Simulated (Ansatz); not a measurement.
TiB2 (AlB2 type, space group P6/mmm)

```yaml
crystal:
  lattice:
    - [3.03199, 0.00000, 0.00000]
    - [-1.51599, 2.62578, 0.00000]
    - [0.00000, 0.00000, 3.22437]
  atoms:
    - { symbol: Ti, position: [0.00000, 0.00000, 0.00000] }
    - { symbol: B, position: [0.33333, 0.66667, 0.50000] }
    - { symbol: B, position: [0.66667, 0.33333, 0.50000] }
```

The slice is a (-1 1 0 2) plane (indices of the conventional cell) through the point (0.333, 0.667, 0.500) (fractional), spanned by u = [110] and v = [1 -1 1] in vectors of this cell: u (3.03 Å) and v (6.16 Å, at 90° to u). It covers one period; positions are fractions (u, v).

Computed with PBE (plane waves to 420 eV, PAW, scalar-relativistic; Ansatz, a first-principles code). k mesh 18×18×14. Inside the PAW spheres the values are not all-electron values, and peaks at nuclei hang on which shells count as valence. TiB2 is run without spin polarisation. TiB2 was relaxed with its symmetry unable to fall.

**Question.** Predict the map of the valence electron density on the slice.

**Answer.** 
| v \ u | 0.00 | 0.14 | 0.29 | 0.43 | 0.57 | 0.71 | 0.86 |
|---|---|---|---|---|---|---|---|
| 0.96 | -0.3 | -0.1 | -0.2 | -0.2 | -0.2 | -0.2 | -0.1 |
| 0.86 | -0.3 | -0.3 | -0.2 | -0.2 | -0.2 | -0.2 | -0.3 |
| 0.75 | -0.3 | -0.4 | -0.5 | -0.4 | -0.4 | -0.5 | -0.4 |
| 0.64 | 0.8 | 0.4 | -0.4 | -0.6 | -0.6 | -0.4 | 0.4 |
| 0.54 | 0.3 | 0.0 | -0.6 | -0.7 | -0.7 | -0.6 | 0.0 |
| 0.43 | -0.6 | -0.7 | -0.7 | -0.7 | -0.7 | -0.7 | -0.7 |
| 0.32 | -0.5 | -0.5 | -0.5 | -0.4 | -0.4 | -0.5 | -0.5 |
| 0.21 | -0.3 | -0.4 | -0.5 | -0.4 | -0.4 | -0.5 | -0.4 |
| 0.11 | -0.1 | -0.2 | -0.5 | -0.7 | -0.7 | -0.5 | -0.2 |
| 0.00 | -0.6 | -0.1 | -0.2 | -0.3 | -0.3 | -0.2 | -0.1 |

Values: log₁₀ of the valence density in e/Å³. The scale is logarithmic, as a density can span decades between atoms and voids.
